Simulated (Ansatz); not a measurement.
Here is an unrelaxed guess for Hf2SeS3.

```cif
data_structure
_symmetry_space_group_name_H-M 'P-3m1'
_symmetry_Int_Tables_number 164
_cell_length_a 4.3376
_cell_length_b 4.3376
_cell_length_c 7.8545
_cell_angle_alpha 90.000
_cell_angle_beta 90.000
_cell_angle_gamma 120.000
_cell_volume 127.98
loop_
_atom_site_label
_atom_site_type_symbol
_atom_site_symmetry_multiplicity
_atom_site_Wyckoff_symbol
_atom_site_fract_x
_atom_site_fract_y
_atom_site_fract_z
_atom_site_occupancy
Hf1 Hf 2 d 0.66667 0.33333 0.67866 1
Se1 Se 1 a 0.00000 0.00000 0.00000 1
S1 S 1 b 0.00000 0.00000 0.50000 1
S2 S 2 d 0.66667 0.33333 0.35725 1
```

The calculation used DFT PBE, scalar-relativistic, plane waves, PAW (Ansatz 0.2.0). Cutoff 420 eV; k points 6×6×2 on the computed 6-atom cell (Γ-centred); Gaussian smearing, width 0.10 eV; no spin polarisation.

Formation energies are uncorrected and refer to the elements' standard structures at the same level.

Question: Estimate its pressure, forces and energy as it stands.

Answer: The pressure is 3.1 GPa (the mean over three directions, positive in compression), the largest force is 1.65 eV/Å, and the energy is −0.68 eV/atom against the elements. The shortest distance is 2.52 Å.

Question: Is it a good guess?

Answer: A rough one: relaxing gains about 0.23 eV/atom (the start's value is from the coarse mesh, so the gain is rough) in 15 ionic steps and ends at −0.92 eV/atom on the finer mesh. The symmetry stays P-3m1 (No. 164). The volume per atom shrinks by 8.1 %, from 21.3 to 19.6 Å³. The shortest distance goes from 2.52 Å (Hf–S) to 2.58 Å (Hf–S). The ratio c/a of the conventional cell changes by a factor of 0.84. Conventional cell: a = 4.477 Å, c = 6.780 Å. Hf has 4 S at 2.58 Å, 3 S at 2.89 Å and 3 Se at 3.33 Å; Se is surrounded by 8 S at 3.33–3.39 Å and 6 Hf at 3.33 Å; S on a site of symmetry -3m is surrounded by 6 Hf at 2.89 Å, 6 S at 2.89 Å and 2 Se at 3.39 Å; 1 more site not described.

The last run used a 12×12×6 mesh (in the run's order of axes) for its 6-atom cell and Gaussian smearing of 0.10 eV. Spin–orbit coupling, which can matter for Hf, is left out. The reference forms of S and Se are held partly by dispersion forces, which this level lacks. The relaxation can't lower the symmetry of the start, and the grade says only how near the guess is to its own end. A structure relaxed within its symmetry needn't be a true minimum. Another cell of Hf2SeS3 relaxed alike, in P-4m2, lies 123 meV/atom lower, so this cell isn't the stable form at this level.
